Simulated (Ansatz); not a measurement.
TaSiAs:
```
CELL_PARAMETERS angstrom
      3.50091     0.00000     0.00000
      0.00000     3.50091     0.00000
      0.00000     0.00000     7.87580
ATOMIC_POSITIONS crystal
  Ta 0.50000 0.00000 0.25455
  Ta 0.00000 0.50000 0.74545
  Si 0.00000 0.00000 0.00000
  Si 0.50000 0.50000 0.00000
  As 0.50000 0.00000 0.61226
  As 0.00000 0.50000 0.38774
```

Relaxed with r²SCAN. Special points in fractions of this cell's reciprocal vectors: Γ (0.000, 0.000, 0.000); X (0.000, 0.500, 0.000); M (0.500, 0.500, 0.000); Z (0.000, 0.000, 0.500); R (0.000, 0.500, 0.500); A (0.500, 0.500, 0.500).

**Question.** List the band energies nearest the Fermi level at these points for DFT-r²SCAN in the program Ansatz with PAW potentials.

**Answer.** In eV from the Fermi level; about four levels below and three above (degenerate sets whole), none deeper than 8.9 eV; points with the same levels are listed once.

| k | below | above |
|---|---|---|
| Γ | -2.41 -2.41 -0.92 -0.53 -0.53 | 0.46 1.15 1.40 |
| X | -2.37 -2.37 -1.41 -1.41 | 1.44 1.44 2.94 2.94 |
| M | -3.16 -3.16 -2.82 -2.82 | 3.07 3.07 3.27 3.27 |
| Z | -3.08 -2.94 -2.94 -1.38 | 0.25 0.25 0.30 |
| R | -2.12 -2.12 -0.97 -0.97 | 1.78 1.78 1.90 1.90 |
| A | -2.97 -2.97 -2.96 -2.96 | 1.06 1.06 3.07 3.07 |

Space group P4/nmm. The first step of the workflow began from a Materials Project structure, measured or hypothetical; the Crystallography Open Database files this formula in space group No. 129, but the cells were not matched. Whether it is the stable phase at ambient conditions was not checked. Symmetry was held in the r²SCAN relaxation; whether a distortion lowers the energy is not shown. The run is not spin-polarised. Spin–orbit coupling is left out wherever it is not named.

Potentials: the later of the program's two PAW sets.
